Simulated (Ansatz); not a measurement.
GeSb$_{4}$Te$_{7}$:
```cif
data_GeSb4Te7
_chemical_formula_sum 'Ge1 Sb4 Te7'
_space_group_name_H-M_alt 'P 1'
_space_group_IT_number 1
_cell_length_a 4.27305
_cell_length_b 4.27305
_cell_length_c 24.25439
_cell_angle_alpha 90.000
_cell_angle_beta 90.000
_cell_angle_gamma 120.000
loop_
_space_group_symop_operation_xyz
  'x, y, z'
loop_
_atom_site_label
_atom_site_type_symbol
_atom_site_fract_x
_atom_site_fract_y
_atom_site_fract_z
_atom_site_occupancy
Ge1 Ge 0.00000 0.00000 0.50000 1
Sb1 Sb 0.66667 0.33333 0.91819 1
Sb2 Sb 0.33333 0.66667 0.08181 1
Sb3 Sb 0.33333 0.66667 0.34822 1
Sb4 Sb 0.66667 0.33333 0.65178 1
Te1 Te 0.33333 0.66667 0.84807 1
Te2 Te 0.66667 0.33333 0.15193 1
Te3 Te 0.00000 0.00000 0.72166 1
Te4 Te 0.00000 0.00000 0.27834 1
Te5 Te 0.66667 0.33333 0.43086 1
Te6 Te 0.33333 0.66667 0.56914 1
Te7 Te 0.00000 0.00000 0.00000 1
```

Relaxed with r²SCAN+D4.

Task: Which orbitals make up the states near the band edges in r²SCAN+D4 in the plane-wave PAW code Ansatz?

Result: Top 1 eV of the valence band: Te 5p 75 %, Sb 5s 11 %, Sb 5p 5 %. Bottom 1 eV of the conduction band: Sb 5p 47 %, Te 5p 31 %, Ge 4p 11 %. Projections are on Löwdin-orthogonalised atomic valence shells; empty p or d shells of many metals are not among them.

Task: Tabulate the density of states.

Result: States/eV per cell of 12 atoms, in 0.25 eV bins, energy from the valence-band maximum.

| E (eV) | total | Te 5p | Sb 5p | Ge 4p |
|---|---|---|---|---|
| -7.85 | 1.20 | 0.20 | 0.03 | 0.01 |
| -7.60 | 1.07 | 0.17 | 0.02 | 0.01 |
| -7.35 | 0.86 | 0.14 | 0.02 | 0.01 |
| -7.10 | 0.42 | 0.07 | 0.01 | 0.00 |
| -6.85 | 0.38 | 0.06 | 0.01 | 0.00 |
| -6.60 | 0.33 | 0.05 | 0.01 | 0.00 |
| -6.35 | 0.28 | 0.04 | 0.01 | 0.00 |
| -6.10 | 0.00 | 0.00 | 0.00 | 0.00 |
| -5.85 | 1.06 | 0.58 | 0.35 | 0.10 |
| -5.60 | 3.87 | 2.10 | 1.39 | 0.27 |
| -5.35 | 4.06 | 2.22 | 1.47 | 0.27 |
| -5.10 | 4.31 | 2.35 | 1.59 | 0.21 |
| -4.85 | 6.26 | 3.47 | 2.29 | 0.25 |
| -4.60 | 6.11 | 3.43 | 2.19 | 0.26 |
| -4.35 | 8.69 | 4.99 | 3.01 | 0.32 |
| -4.10 | 9.47 | 5.51 | 3.10 | 0.39 |
| -3.85 | 10.22 | 6.00 | 3.35 | 0.40 |
| -3.60 | 9.94 | 5.87 | 3.22 | 0.36 |
| -3.35 | 10.82 | 6.50 | 3.16 | 0.53 |
| -3.10 | 9.77 | 5.89 | 2.86 | 0.48 |
| -2.85 | 9.52 | 5.75 | 2.51 | 0.64 |
| -2.60 | 8.07 | 5.00 | 1.94 | 0.63 |
| -2.35 | 7.40 | 4.86 | 1.54 | 0.57 |
| -2.10 | 8.54 | 6.26 | 1.19 | 0.51 |
| -1.85 | 7.25 | 5.64 | 0.72 | 0.40 |
| -1.60 | 8.45 | 7.07 | 0.52 | 0.26 |
| -1.35 | 8.53 | 7.30 | 0.42 | 0.14 |
| -1.10 | 7.05 | 5.55 | 0.42 | 0.10 |
| -0.85 | 8.86 | 6.78 | 0.45 | 0.11 |
| -0.60 | 7.22 | 5.36 | 0.37 | 0.09 |
| -0.35 | 2.36 | 1.76 | 0.11 | 0.02 |
| -0.10 | 0.17 | 0.12 | 0.01 | 0.00 |
| 0.15 | 0.00 | 0.00 | 0.00 | 0.00 |
| 0.40 | 0.44 | 0.09 | 0.24 | 0.06 |
| 0.65 | 3.82 | 0.94 | 1.92 | 0.53 |
| 0.90 | 9.63 | 2.83 | 4.74 | 1.07 |
| 1.15 | 11.87 | 3.93 | 5.35 | 1.25 |
| 1.40 | 11.57 | 4.16 | 5.01 | 1.12 |
| 1.65 | 7.14 | 2.77 | 3.13 | 0.47 |
| 1.90 | 8.92 | 3.58 | 3.95 | 0.44 |
| 2.15 | 6.17 | 2.47 | 2.84 | 0.19 |
| 2.40 | 5.88 | 2.38 | 2.83 | 0.06 |
| 2.65 | 6.79 | 2.74 | 2.97 | 0.40 |
| 2.90 | 7.74 | 3.00 | 3.14 | 0.57 |
| 3.15 | 8.43 | 3.18 | 3.20 | 0.65 |
| 3.40 | 7.28 | 2.19 | 1.93 | 0.80 |
| 3.65 | 6.90 | 1.92 | 1.58 | 0.80 |
| 3.90 | 6.92 | 1.79 | 1.40 | 0.80 |
| 4.15 | 7.43 | 2.08 | 1.56 | 0.94 |
| 4.40 | 6.57 | 1.54 | 1.03 | 0.83 |
| 4.65 | 5.80 | 1.04 | 0.57 | 0.76 |
| 4.90 | 7.68 | 1.02 | 0.50 | 0.80 |
| 5.15 | 8.00 | 0.89 | 0.44 | 0.61 |

Space group P-3m1. The first step of the workflow began from a Materials Project structure, measured or hypothetical; the Crystallography Open Database copy checked does not list it. Its standing as an ambient phase is unchecked. The r²SCAN+D4 relaxation kept the symmetry of its start; whether a distortion lowers the energy is not shown. Spin–orbit coupling is left out wherever it is not named.

Potentials: the later of the program's two PAW sets.
